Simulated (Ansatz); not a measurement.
Input and steps of a relaxation of cell and atoms on PtTeSe3 in the borrowed KZnF3 type (No. 221) (Ansatz 0.2.0, PBEsol). It starts from a supercell of the PBEsol minimum, slightly strained and with each coordinate displaced at random by about 0.03 Å.

```yaml
crystal:
  lattice:
    - [4.8846866085, 0.0477435273, 0.0660538109]
    - [0.0477435273, 4.9794018559, -0.0172789406]
    - [0.1321076218, -0.0345578813, 9.8302261011]
  atoms:
    - { symbol: Te, position: [-0.0085567749, -0.0043908478, 0.0033698284] }
    - { symbol: Pt, position: [0.5021990153, 0.5079188432, 0.2471085357] }
    - { symbol: Se, position: [0.0077168418, 0.5076325816, 0.2444816848] }
    - { symbol: Se, position: [0.4948365891, -0.00013316, 0.2474328739] }
    - { symbol: Se, position: [0.4986777985, 0.4903911329, 0.0045316891] }
    - { symbol: Te, position: [0.0101680665, 0.0028287172, 0.4992915352] }
    - { symbol: Pt, position: [0.495850463, 0.5083283645, 0.7450456074] }
    - { symbol: Se, position: [0.0089883158, 0.5029848251, 0.744278172] }
    - { symbol: Se, position: [0.5005019065, 0.0003900048, 0.7500553025] }
    - { symbol: Se, position: [0.4999167826, 0.51227007, 0.505183926] }
kpoints:
  mp_grid: { grid: [4, 4, 2] }
hamiltonian:
  xc: pbesol
scf:
  occupations: { method: fermi_dirac, width: 0.05 }
relax:
  f_tol: 0.01
  cell: {}
  max_steps: 120
```

Of the 17 recorded frames of the trajectory, 15 are shown, each with fractional positions and then forces in eV/Å along x, y and z. Some frames, the last among them, repeat a geometry solved again on a basis re-selected at its cell; pressure is positive in compression.

Step 1: energy 0.0 meV/atom from step 1, largest force component 1.361 eV/Å, pressure -1.77 GPa; a = 4.885 Å, b = 4.980 Å, c = 9.831 Å, α = 90.39°, β = 88.46°, γ = 88.89°
```
Te 0.9914 0.9956 0.0034    -0.075   0.007   0.232
Pt 0.5022 0.5079 0.2471     0.423  -0.393   0.964
Se 0.0077 0.5076 0.2445    -0.490   0.076  -0.096
Se 0.4948 0.9999 0.2474    -0.054   0.427  -0.060
Se 0.4987 0.4904 0.0045     0.149  -0.094  -1.116
Te 0.0102 0.0028 0.4993     0.196  -0.141   0.181
Pt 0.4959 0.5083 0.7450     0.777  -0.353   1.245
Se 0.0090 0.5030 0.7443    -0.951  -0.020  -0.061
Se 0.5005 0.0004 0.7501     0.075   0.413   0.072
Se 0.4999 0.5123 0.5052    -0.052   0.078  -1.361
```

Step 2: energy -26.0 meV/atom from step 1, largest force component 0.320 eV/Å, pressure +1.28 GPa; a = 4.844 Å, b = 4.889 Å, c = 9.682 Å, α = 90.41°, β = 88.97°, γ = 89.35°
```
Te 0.9913 0.9935 0.0114    -0.225   0.080   0.289
Pt 0.5017 0.5062 0.2451    -0.039  -0.044   0.018
Se 0.0004 0.5102 0.2434     0.083   0.185  -0.320
Se 0.4923 0.0063 0.2479    -0.151  -0.044  -0.260
Se 0.5105 0.4813 0.9942     0.233  -0.110   0.279
Te 0.0228 0.9953 0.5058     0.243  -0.193   0.219
Pt 0.4914 0.5102 0.7452    -0.190   0.108  -0.094
Se 0.9915 0.5010 0.7457     0.204  -0.007  -0.302
Se 0.5075 0.0098 0.7570     0.058  -0.166  -0.029
Se 0.5008 0.5142 0.4949    -0.216   0.190   0.201
```

Step 3: energy -68.8 meV/atom from step 1, largest force component 0.722 eV/Å, pressure +1.54 GPa; a = 4.865 Å, b = 4.882 Å, c = 9.700 Å, α = 90.30°, β = 89.33°, γ = 89.77°
```
Te 0.9699 0.0013 0.0267    -0.480   0.118   0.558
Pt 0.4982 0.5082 0.2443    -0.020  -0.099   0.229
Se 0.9962 0.5227 0.2345     0.159   0.238  -0.581
Se 0.4802 0.0095 0.2407    -0.158  -0.123  -0.527
Se 0.5249 0.4739 0.9928     0.471  -0.131   0.364
Te 0.0491 0.9757 0.5168     0.462  -0.386   0.597
Pt 0.4939 0.5076 0.7452    -0.327   0.143  -0.058
Se 0.9927 0.4978 0.7380     0.353   0.050  -0.722
Se 0.5152 0.0077 0.7586     0.001  -0.209  -0.258
Se 0.4900 0.5239 0.4932    -0.461   0.398   0.399
```

Step 4: energy -136.6 meV/atom from step 1, largest force component 0.912 eV/Å, pressure +2.31 GPa; a = 4.879 Å, b = 4.887 Å, c = 9.722 Å, α = 90.37°, β = 89.39°, γ = 90.01°
```
Te 0.9479 0.0067 0.0403    -0.526   0.061   0.732
Pt 0.4985 0.5068 0.2453    -0.014  -0.100   0.375
Se 0.9966 0.5302 0.2258     0.125   0.116  -0.599
Se 0.4746 0.0084 0.2328    -0.050  -0.079  -0.695
Se 0.5415 0.4687 0.9932     0.546  -0.004   0.259
Te 0.0716 0.9580 0.5307     0.395  -0.400   0.766
Pt 0.4940 0.5074 0.7459    -0.247   0.080   0.249
Se 0.9934 0.4985 0.7267     0.270   0.093  -0.912
Se 0.5168 0.0071 0.7559    -0.081  -0.157  -0.431
Se 0.4754 0.5365 0.4941    -0.419   0.392   0.257
```

Step 5: energy -202.3 meV/atom from step 1, largest force component 0.654 eV/Å, pressure +3.52 GPa; a = 4.897 Å, b = 4.903 Å, c = 9.776 Å, α = 90.51°, β = 89.39°, γ = 90.39°
```
Te 0.9258 0.0092 0.0563    -0.205   0.052   0.299
Pt 0.4994 0.5059 0.2462    -0.270   0.049   0.380
Se 0.9974 0.5330 0.2180     0.196  -0.086  -0.186
Se 0.4731 0.0078 0.2235     0.022  -0.100  -0.603
Se 0.5579 0.4685 0.9935     0.384   0.144   0.148
Te 0.0891 0.9413 0.5468    -0.006  -0.096   0.654
Pt 0.4939 0.5077 0.7468    -0.003  -0.002   0.417
Se 0.9938 0.5005 0.7142     0.091  -0.017  -0.575
Se 0.5156 0.0072 0.7508    -0.244  -0.065  -0.604
Se 0.4643 0.5470 0.4947     0.036   0.121   0.070
```

Step 6: energy -247.3 meV/atom from step 1, largest force component 0.569 eV/Å, pressure +1.97 GPa; a = 4.957 Å, b = 4.972 Å, c = 9.986 Å, α = 90.81°, β = 89.29°, γ = 90.85°
```
Te 0.9130 0.0109 0.0666     0.469   0.029  -0.140
Pt 0.4983 0.5061 0.2493    -0.329   0.046   0.121
Se 0.9990 0.5273 0.2151     0.199  -0.116   0.093
Se 0.4787 0.0053 0.2093    -0.368  -0.029   0.142
Se 0.5742 0.4780 0.9975     0.064   0.167  -0.318
Te 0.0913 0.9300 0.5658    -0.257   0.494  -0.214
Pt 0.4941 0.5092 0.7501     0.186  -0.323   0.569
Se 0.9962 0.5008 0.7022    -0.432  -0.557   0.478
Se 0.5021 0.0068 0.7363     0.042   0.252  -0.327
Se 0.4636 0.5538 0.4987     0.426   0.037  -0.403
```

Step 7: energy -270.9 meV/atom from step 1, largest force component 0.384 eV/Å, pressure +0.49 GPa; a = 4.946 Å, b = 4.941 Å, c = 10.155 Å, α = 90.15°, β = 86.96°, γ = 90.46°
```
Te 0.9507 0.0187 0.0727     0.227   0.000  -0.052
Pt 0.4954 0.5055 0.2509    -0.266  -0.067   0.001
Se 0.0008 0.5181 0.2130     0.064  -0.110   0.076
Se 0.4796 0.0049 0.2055    -0.145  -0.006   0.138
Se 0.5880 0.4866 0.9970     0.049   0.201  -0.231
Te 0.0637 0.9407 0.5723    -0.146   0.175  -0.194
Pt 0.4762 0.5037 0.7549     0.171  -0.287   0.326
Se 0.9818 0.4831 0.7024    -0.156  -0.117   0.384
Se 0.5002 0.0036 0.7218    -0.032   0.176  -0.079
Se 0.4737 0.5632 0.5004     0.235   0.033  -0.369
```

Step 10: energy -283.6 meV/atom from step 1, largest force component 0.084 eV/Å, pressure +0.07 GPa; a = 4.945 Å, b = 4.953 Å, c = 9.985 Å, α = 85.97°, β = 84.89°, γ = 89.82°
```
Te 0.9867 0.0098 0.0762     0.035   0.001   0.023
Pt 0.4922 0.4749 0.2539     0.008   0.073  -0.084
Se 0.0027 0.4852 0.2156     0.025  -0.054  -0.019
Se 0.4843 0.9832 0.2046    -0.007   0.039   0.078
Se 0.6111 0.5060 0.9925    -0.079  -0.070  -0.009
Te 0.0126 0.9773 0.5758     0.000   0.066   0.015
Pt 0.4658 0.4963 0.7559     0.083  -0.014  -0.068
Se 0.9752 0.4832 0.7057     0.062   0.038   0.054
Se 0.4787 0.0059 0.7169    -0.066  -0.025   0.016
Se 0.5009 0.6064 0.4937    -0.061  -0.053  -0.005
```

Step 11: energy -285.2 meV/atom from step 1, largest force component 0.053 eV/Å, pressure -0.05 GPa; a = 4.966 Å, b = 4.972 Å, c = 9.935 Å, α = 85.63°, β = 85.14°, γ = 89.82°
```
Te 0.9939 0.0054 0.0783     0.005  -0.026   0.032
Pt 0.4961 0.4717 0.2522    -0.027  -0.053  -0.017
Se 0.0066 0.4785 0.2146     0.019  -0.007   0.001
Se 0.4901 0.9790 0.2065    -0.021   0.031  -0.002
Se 0.6095 0.4964 0.9919     0.035   0.036  -0.007
Te 0.0060 0.9919 0.5784    -0.034  -0.001   0.031
Pt 0.4667 0.4980 0.7533    -0.051  -0.023  -0.026
Se 0.9746 0.4911 0.7068     0.034  -0.015   0.000
Se 0.4743 0.0079 0.7161    -0.004   0.017  -0.007
Se 0.4926 0.6081 0.4926     0.045   0.041  -0.005
```

Step 12: energy -286.2 meV/atom from step 1, largest force component 0.132 eV/Å, pressure +0.10 GPa; a = 4.992 Å, b = 4.996 Å, c = 9.811 Å, α = 84.53°, β = 85.35°, γ = 89.64°
```
Te 0.0050 0.9953 0.0820     0.033  -0.031  -0.039
Pt 0.5038 0.4622 0.2512    -0.007  -0.069   0.051
Se 0.0149 0.4658 0.2148    -0.011   0.050   0.052
Se 0.4984 0.9711 0.2072    -0.037   0.033   0.003
Se 0.6160 0.4914 0.9899     0.064   0.027   0.023
Te 0.9832 0.0112 0.5836     0.019  -0.021  -0.072
Pt 0.4632 0.4994 0.7504    -0.132   0.038  -0.003
Se 0.9712 0.4974 0.7066     0.025  -0.042   0.029
Se 0.4633 0.0114 0.7151     0.029   0.048   0.055
Se 0.4913 0.6230 0.4900     0.018  -0.032  -0.099
```

Step 13: energy -286.8 meV/atom from step 1, largest force component 0.057 eV/Å, pressure -0.14 GPa; a = 5.004 Å, b = 4.998 Å, c = 9.786 Å, α = 84.83°, β = 85.76°, γ = 89.73°
```
Te 0.0049 0.9914 0.0821     0.017  -0.016   0.002
Pt 0.5058 0.4611 0.2512     0.004  -0.057  -0.014
Se 0.0163 0.4657 0.2164     0.011   0.009   0.011
Se 0.4999 0.9704 0.2071    -0.037   0.046  -0.013
Se 0.6202 0.4921 0.9900     0.017   0.008   0.009
Te 0.9808 0.0107 0.5819     0.012  -0.035   0.031
Pt 0.4608 0.5027 0.7504    -0.051   0.014   0.009
Se 0.9693 0.4976 0.7069     0.033   0.006  -0.019
Se 0.4630 0.0146 0.7153    -0.007  -0.008  -0.013
Se 0.4893 0.6218 0.4894    -0.001   0.034  -0.002
```

Step 14: energy -287.2 meV/atom from step 1, largest force component 0.021 eV/Å, pressure -0.03 GPa; a = 5.003 Å, b = 5.008 Å, c = 9.742 Å, α = 85.90°, β = 85.92°, γ = 89.90°
```
Te 0.0078 0.9838 0.0825     0.002  -0.014  -0.001
Pt 0.5080 0.4612 0.2501     0.002   0.012   0.011
Se 0.0184 0.4642 0.2168     0.003  -0.004  -0.010
Se 0.5005 0.9709 0.2064    -0.010  -0.002   0.009
Se 0.6256 0.4887 0.9891    -0.005   0.007  -0.012
Te 0.9782 0.0075 0.5827    -0.001  -0.006  -0.004
Pt 0.4577 0.5074 0.7502     0.019   0.011   0.015
Se 0.9677 0.4999 0.7061    -0.003  -0.009   0.021
Se 0.4599 0.0177 0.7176    -0.008   0.012  -0.020
Se 0.4865 0.6269 0.4893     0.002  -0.006  -0.007
```

Step 15: energy -287.3 meV/atom from step 1, largest force component 0.018 eV/Å, pressure +0.02 GPa; a = 5.004 Å, b = 5.001 Å, c = 9.744 Å, α = 85.94°, β = 86.06°, γ = 89.91°
```
Te 0.0075 0.9800 0.0824    -0.009   0.001   0.001
Pt 0.5086 0.4601 0.2504    -0.001   0.003  -0.009
Se 0.0186 0.4620 0.2168     0.007  -0.002   0.000
Se 0.5002 0.9699 0.2065     0.003  -0.004   0.004
Se 0.6251 0.4891 0.9894     0.002  -0.001   0.008
Te 0.9775 0.0091 0.5824    -0.002   0.001   0.000
Pt 0.4584 0.5097 0.7505     0.000   0.000  -0.018
Se 0.9680 0.5017 0.7067    -0.004  -0.006   0.001
Se 0.4597 0.0200 0.7165     0.003   0.008   0.003
Se 0.4867 0.6266 0.4892     0.001   0.000   0.010
```

Step 16: energy -287.3 meV/atom from step 1, largest force component 0.007 eV/Å, pressure -0.03 GPa; a = 5.005 Å, b = 5.005 Å, c = 9.745 Å, α = 86.05°, β = 86.08°, γ = 89.92°
```
Te 0.0068 0.9795 0.0826     0.002   0.000  -0.004
Pt 0.5087 0.4603 0.2503     0.000   0.005  -0.007
Se 0.0189 0.4619 0.2166    -0.001  -0.001   0.006
Se 0.5001 0.9700 0.2066     0.000  -0.003   0.003
Se 0.6250 0.4889 0.9893    -0.001  -0.001   0.001
Te 0.9774 0.0085 0.5826     0.000   0.002  -0.004
Pt 0.4585 0.5102 0.7503     0.004   0.001  -0.007
Se 0.9681 0.5017 0.7066    -0.003   0.000   0.004
Se 0.4600 0.0205 0.7166    -0.001  -0.001   0.007
Se 0.4869 0.6267 0.4893    -0.001   0.000   0.002
```

Step 17: energy -287.3 meV/atom from step 1, largest force component 0.007 eV/Å, pressure -0.03 GPa; a = 5.005 Å, b = 5.005 Å, c = 9.745 Å, α = 86.05°, β = 86.08°, γ = 89.92°
```
Te 0.0068 0.9795 0.0826     0.002   0.000  -0.004
Pt 0.5087 0.4603 0.2503     0.000   0.005  -0.007
Se 0.0189 0.4619 0.2166    -0.001  -0.001   0.006
Se 0.5001 0.9700 0.2066    -0.001  -0.003   0.003
Se 0.6250 0.4889 0.9893    -0.001  -0.001   0.001
Te 0.9774 0.0085 0.5826     0.000   0.002  -0.004
Pt 0.4585 0.5102 0.7503     0.004   0.001  -0.007
Se 0.9681 0.5017 0.7066    -0.003  -0.001   0.004
Se 0.4600 0.0205 0.7166    -0.001  -0.001   0.006
Se 0.4869 0.6267 0.4893     0.000  -0.001   0.002
```

The walk took 16 steps, besides SCFs solved again on a fresh basis, and changed the volume by +1.6 %. The last SCF, on a fresh basis, lies 287 meV an atom below the first. Final cell: it is monoclinic, Cc (No. 9); a = 7.083 Å, b = 7.073 Å, c = 9.745 Å, β = 95.6° in the conventional setting, 24.29 Å³ an atom. Around Te lie 4 Se at 2.73–2.83 Å; around Pt lie 6 Se at 2.50–2.56 Å; around Se lie 2 Pt at 2.50–2.55 Å and 2 Te at 2.82–2.83 Å; around Se lie 2 Pt at 2.52–2.56 Å and 2 Te at 2.73–2.82 Å; around Se lie 2 Pt at 2.52–2.56 Å.

Run as `ansatz run input.yaml --threads 2 --pin off --max-ram 2211MiB --backend cpu --events-out ev --progress --plain --runs-dir out`. It took 5.9 min on 2 threads of Arm Neoverse V1 (shared host), load about 0.6 per core; peak host memory 0.76 GiB.

Note: simulated data, non-magnetic, for a generated structure that need not be the stable one.
